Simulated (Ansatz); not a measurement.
CuH$_{2}$O$_{2}$:
```xyz
10
Lattice="1.4575 -5.1256 0.0000 1.4575 5.1256 0.0000 0.0000 0.0000 5.5070" Properties=species:S:1:pos:R:3 pbc="T T T"
Cu     1.4575    -3.4176     4.1845
Cu     1.4575     3.4176     1.4310
H      1.4575     0.1279     3.0473
H      1.4575    -0.1279     0.2939
H      1.4575     3.7353     4.3360
H      1.4575    -3.7353     1.5825
O      1.4575     0.3891     4.0044
O      1.4575    -0.3891     1.2509
O      1.4575     2.8598     4.7854
O      1.4575    -2.8598     2.0320
```
The run is spin-polarised; directions of the spins, atom by atom: ↑ ↑ 0 0 0 0 0 0 0 0.

Cartesian axes are those of the cell as given.

Give the high-frequency dielectric tensor and the Born effective charge tensors of the independent atoms from DFPT, the program Ansatz at the PBEsol level (PAW).


ε∞:
```
6.22  0.00  0.00
0.00  4.98  0.00
0.00  0.00  4.86
```
Z* of atom 1 (Cu), rows: field, columns: displacement, in e:
```
2.52  0.00  0.00
0.00  1.40  0.14
0.00  0.08  0.91
```
Z* of atom 3 (H), rows: field, columns: displacement, in e:
```
0.25  0.00  0.00
0.00  0.48  0.53
0.00  0.20  0.88
```
Z* of atom 5 (H), rows: field, columns: displacement, in e:
```
 0.38   0.00   0.00
 0.00   0.77  -0.16
 0.00   0.14   0.38
```
Z* of atom 7 (O), rows: field, columns: displacement, in e:
```
-1.68   0.00   0.00
 0.00  -1.52  -0.12
 0.00  -0.15  -1.26
```
Z* of atom 9 (O), rows: field, columns: displacement, in e:
```
-1.48   0.00   0.00
 0.00  -1.13   0.05
 0.00  -0.25  -0.92
```

Space group Cmc2_1. The first step of the workflow began from a Materials Project structure, measured or hypothetical; the Crystallography Open Database files this formula in space group No. 36, but the cells were not matched. Whether it is the stable phase at ambient conditions was not checked. The cell was relaxed with PBEsol under the symmetry of its start. At this level the phase is mechanically unstable. Spin order of the final state: ferromagnetic, chosen from 5 collinear starts compared on coarse meshes (ties went to the first, and starts can fall back to one state), not a proven ground state. No Hubbard U is applied. A crystal of weakly bound layers computed without a dispersion correction: the cell and the soft elastic constants depend strongly on that.

Potentials: the later of the program's two PAW sets.
